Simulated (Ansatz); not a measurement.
CaSe:
```
CaSe
1.0
    0.00000     2.93407     2.93407
    2.93407     0.00000     2.93407
    2.93407     2.93407     0.00000
Ca Se
1 1
Direct
  0.00000   0.00000   0.00000
  0.50000   0.50000   0.50000
```

This is the PBEsol-relaxed structure.

Question: All from DFT-PBEsol in the program Ansatz with PAW potentials, unless another level is named. Give the Poisson's ratio.

Answer: 0.23.

Question: Predict the elastic constants (relaxed ions, GPa).

Answer: C11 = 118, C12 = 18.9, C44 = 27.3.

Space group Fm-3m (rock salt). Symmetry was held in the PBEsol relaxation.

Potentials: the later of the program's two PAW sets.
